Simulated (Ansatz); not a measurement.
ZnCrF6 in space group R-3 (No. 148; Zn on 3a, Cr on 3b, F on 18f), r²SCAN (plane waves, PAW; program Ansatz). The conduction-band minimum lies at Γ, with 1 equivalent valley. Second derivatives d²E/dk² of the lowest band at one valley (eV·Å²), along Cartesian directions:

```json
[
 {"direction": "[100]", "d²E/dk²": "0.7001"},
 {"direction": "[010]", "d²E/dk²": "0.7001"},
 {"direction": "[001]", "d²E/dk²": "0.9016"},
 {"direction": "[110]", "d²E/dk²": "0.7001"},
 {"direction": "[101]", "d²E/dk²": "0.8011"},
 {"direction": "[011]", "d²E/dk²": "0.8012"}
]
```

Find the principal effective masses, the density-of-states mass and the conductivity mass.

Off-diagonal terms follow from H_xy = H[110] − (H_xx + H_yy)/2, and m*/mₑ = 7.620 eV·Å² over each eigenvalue: 8.5, 11, 11. One valley's DOS mass (m₁m₂m₃)^(1/3) = 10, conductivity mass 3/(Σ 1/mᵢ) = 9.9 mₑ.

What effective density of states Nc follows at 300 K for parabolic valleys?

Nc = 2.509e19 × 1 × (10)^(3/2) / 2 (one spin channel) ≈ 4.0e20 cm⁻³.

The first step of the workflow began from a Materials Project structure, measured or hypothetical; the Crystallography Open Database copy checked does not list it. With Zn and Cr taken as one species the cell has the higher symmetry R-3c, so it may be an ordered model of a mixed-site phase. Whether it is the stable phase at ambient conditions was not checked. Symmetry was held in the r²SCAN relaxation; whether a distortion lowers the energy is not shown. Spin order of the final state: ferromagnetic, the only order run, not a proven ground state. The cell computed holds one magnetic atom, so no antiferromagnetic order was within reach. Other orbital occupations within this spin state were not tried. No Hubbard U is applied.

Potentials: the later of the program's two PAW sets.

Edges and masses are those of Kohn–Sham bands, whose gap is no quasiparticle gap.
